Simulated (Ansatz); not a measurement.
MoS2:
```xyz
3
Lattice="3.1742 0.0000 0.0000 -1.5871 2.7489 0.0000 0.0000 0.0000 33.0000" Properties=species:S:1:pos:R:3 pbc="T T F"
S      1.5871     0.9163    14.9462
S      1.5871     0.9163    18.0538
Mo     0.0000     0.0000    16.5000
```
The layer is periodic in x and y and isolated along z.

Relaxed with r²SCAN+D4. Special points in fractions of this cell's reciprocal vectors: Γ (0.000, 0.000, 0.000); M (0.500, 0.000, 0.000); K (0.333, 0.333, 0.000).

### Question
List the band energies nearest the valence-band maximum at these points for the program Ansatz at the r²SCAN+D4 level (PAW).

### Answer
In eV from the valence-band maximum; about four levels below and three above (degenerate sets whole), none deeper than 8.9 eV; points with the same levels are listed once.

```tsv
k	below	above
Γ	-1.91 -1.67 -1.67 0.00	2.94 2.94 3.19 3.19
M	-3.41 -2.02 -1.12 -0.68	2.37 2.90 4.18
K	-3.77 -3.05 -2.31 -0.06	1.74 3.28 3.77
```

Space group P-6m2 (1H). A layer that has been made, often on a substrate. Symmetry was held in the r²SCAN+D4 relaxation; whether a distortion lowers the energy is not shown. The run is not spin-polarised. Scalar-relativistic: spin–orbit coupling is off unless named, which matters more the heavier the elements.

Potentials: the later of the program's two PAW sets.
